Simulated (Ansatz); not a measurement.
Given:

SnSe2:
```xyz
3
Lattice="1.8909 1.0917 6.1195 -1.8909 1.0917 6.1195 0.0000 -2.1834 6.1195" Properties=species:S:1:pos:R:3 pbc="T T T"
Sn     0.0000     0.0000     0.0027
Se     0.0000     0.0000    13.9428
Se     0.0000     0.0000    10.5319
```

This is the r²SCAN+D4-relaxed structure.

**Question.** All from the program Ansatz at the r²SCAN+D4 level (PAW), unless another level is named. Estimate the electronic character.

**Answer.** metallic (no gap).

**Question.** Predict the formation energy from the elements (no fitted shifts).

**Answer.** -0.17 eV/atom.

**Question.** And the density of states at the Fermi level?

**Answer.** 0.24 states/eV per atom (mean over ±0.08 eV).

Space group R3m. The cell is a constructed one: a structure type filled with these elements; neither database checked (COD, Materials Project) lists it. COD files the formula under space group No. 164, 217. Its standing as an ambient phase is unchecked. The cell was relaxed with r²SCAN+D4 under the symmetry of its start; its stability against distortions is not shown here. The references are the lowest solids computed at this level, not always the standard phases. Spin–orbit coupling is left out wherever it is not named.

Potentials: the earlier of the program's two PAW sets.
